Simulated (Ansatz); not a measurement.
VO2:
```
CELL_PARAMETERS angstrom
      4.79503     0.00000     0.00000
      0.00000     4.79503     0.00000
      0.00000     0.00000     4.79503
ATOMIC_POSITIONS crystal
  V  0.00000 0.50000 0.50000
  V  0.50000 0.50000 0.00000
  V  0.50000 0.00000 0.50000
  V  0.00000 0.00000 0.00000
  O  0.34492 0.15508 0.84492
  O  0.65508 0.84492 0.15508
  O  0.15508 0.84492 0.34492
  O  0.84492 0.15508 0.65508
  O  0.84492 0.34492 0.15508
  O  0.15508 0.65508 0.84492
  O  0.65508 0.65508 0.65508
  O  0.34492 0.34492 0.34492
```
Starting moments (μB, in the order of the atoms V V V V O O O O O O O O): 1.2 1.2 1.2 1.2 -0.1 -0.1 -0.1 -0.1 -0.1 -0.1 -0.1 -0.1.

Relaxed with PBE. Special points in fractions of this cell's reciprocal vectors: Γ (0.000, 0.000, 0.000); X (0.000, 0.500, 0.000); M (0.500, 0.500, 0.000); R (0.500, 0.500, 0.500); X1 (0.500, 0.000, 0.000).

**Question.** List the band energies nearest the Fermi level at these points for PBE in the plane-wave PAW code Ansatz.

**Answer.** In eV from the Fermi level; about four levels below and three above (degenerate sets whole), none deeper than 8.9 eV; points with the same levels are listed once.

| k | below | above |
|---|---|---|
| Γ ↑ | -0.26 -0.26 -0.11 -0.11 -0.11 | 0.11 1.34 1.34 1.34 |
| X ↑ | -1.27 -1.27 -0.13 -0.13 | 0.09 0.09 0.20 0.20 |
| M ↑ | -0.08 -0.08 -0.08 -0.08 | 0.36 0.36 0.36 0.36 |
| R ↑ | -0.20 -0.20 -0.20 -0.20 | 1.57 1.57 1.57 1.57 |
| Γ ↓ | -1.90 -1.12 -1.12 -1.12 | 0.79 0.79 0.79 |
| X ↓ | -1.91 -1.91 -1.42 -1.42 | 1.20 1.20 1.33 1.33 |
| M ↓ | -2.04 -2.04 -2.04 -2.04 | 1.13 1.13 1.13 1.13 |
| R ↓ | -2.56 -2.56 -2.56 -2.56 | 0.46 0.46 0.46 0.46 |

Space group Pa-3. The start of the workflow was typed in or built on a structure type; neither database checked (COD, Materials Project) lists it. COD files the formula under space group No. 10, 12, 14, 136, so this cell is another polymorph or a model. Whether it is the stable phase at ambient conditions was not checked. Symmetry was held in the PBE relaxation; whether a distortion lowers the energy is not shown. The final state is ferromagnetic, chosen from 2 collinear starts compared on coarse meshes (ties went to the first, and starts can fall back to one state), not a proven ground state. The volume moved by -22 % from the start of the relaxation. No Hubbard U is applied. The compound may be a true metal, but semilocal functionals without U, or a wrong spin order, can also close a gap. Point labels and valley counts follow the cell and symmetry of the run, lower than the named group.

Potentials: the later of the program's two PAW sets.
